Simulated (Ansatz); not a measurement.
MoS2:
```cif
data_Mo2S4
_chemical_formula_sum 'Mo2 S4'
_space_group_name_H-M_alt 'P63/mmc'
_space_group_IT_number 194
_space_group_name_Hall '-P 6c 2c'
_cell_length_a 3.17410
_cell_length_b 3.17410
_cell_length_c 12.48679
_cell_angle_alpha 90.000
_cell_angle_beta 90.000
_cell_angle_gamma 120.000
loop_
_atom_site_label
_atom_site_type_symbol
_atom_site_symmetry_multiplicity
_atom_site_Wyckoff_symbol
_atom_site_fract_x
_atom_site_fract_y
_atom_site_fract_z
_atom_site_occupancy
Mo1 Mo 2 c 0.33333 0.66667 0.25000 1
S1 S 4 f 0.66667 0.33333 0.12561 1
```

Relaxed at zero pressure with DFT-r²SCAN+D4 in the program Ansatz with PAW potentials.

Q: The volume is raised by 6 % and shape and atoms relax at that volume. What pressure results, and how do the axes share the change?

A: -1.4 GPa; a 0.4 %, b 0.4 %, c 5.1 %; the energy rises by 5 meV/atom.

Q: Give the new structure.

A: 
Space group P6₃/mmc (No. 194); a = b = 3.1871 Å, c = 13.1280 Å, α = β = 90.00°, γ = 120.00°

```
atom  site  symmetry       x       y       z
----  ----  --------  ------  ------  ------
Mo      2c      -6m2  0.3333  0.6667  0.2500
S       4f       3m.  0.6667  0.3333  0.1318
```

The phase is kept; no other phase was compared at this pressure.

Space group P6_3/mmc. The r²SCAN+D4 relaxation kept the symmetry of its start. The run is not spin-polarised.

Potentials: the later of the program's two PAW sets.
